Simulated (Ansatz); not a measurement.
A short bond in CsO

```yaml
crystal:
  lattice:
    - [-2.16685, 3.21868, 3.77883]
    - [2.16685, -3.21868, 3.77883]
    - [2.16685, 3.21868, -3.77883]
  atoms:
    - { symbol: Cs, position: [0.25356, 0.25356, 0.00000] }
    - { symbol: Cs, position: [0.74644, 0.74644, 0.00000] }
    - { symbol: O, position: [0.61720, 0.00000, 0.61720] }
    - { symbol: O, position: [0.38280, 0.00000, 0.38280] }
```

The cell is Materials Project entry mp-7896, used as a structure alone.

Its shortest bond, of 1.509 Å between atom 3 (O) and the nearest image of atom 4 (O), is scaled by moving both atoms along it, with the cell held and the other atoms too. The force apart is half the difference of the two atoms' forces along the bond; it holds the pull and push of their other neighbours too.

Computed with Ansatz 0.2.0; functional LDA, scalar-relativistic. Settings: a Γ-centred 6×6×6 k mesh, Fermi–Dirac smearing of 0.03 eV, no spin polarisation. Methods: LAPW: all electrons, basis error target 1 meV/atom; PAW: frozen-core files, cutoff 420 eV.

Energies are extrapolated to zero smearing and count from the unscaled cell; pressure is positive in compression; gaps take the mesh and a band path. No temperature or zero-point motion is included.

Spin–orbit coupling is left out, which matters for the heavy atoms. The PAW files were made under PBE.

```csv
bond (Å),force apart (eV/Å),P LAPW (GPa),ΔE LAPW (eV/atom),P PAW − LAPW (GPa),ΔE PAW − LAPW (meV/atom),force PAW − LAPW (eV/Å)
1.509,?,-3.42,0.000,-0.04,0.0,-0.039
1.433,0.84,-2.34,0.000,-0.05,-1.0,-0.062
1.358,3.21,?,0.037,-0.06,-2.3,-0.080
```

(1) What belongs in the row "1.358", column "P LAPW (GPa)"?

(2) Fill in "force apart (eV/Å)" for the row "1.509".

Results:

(1) -0.80.

(2) -0.75.
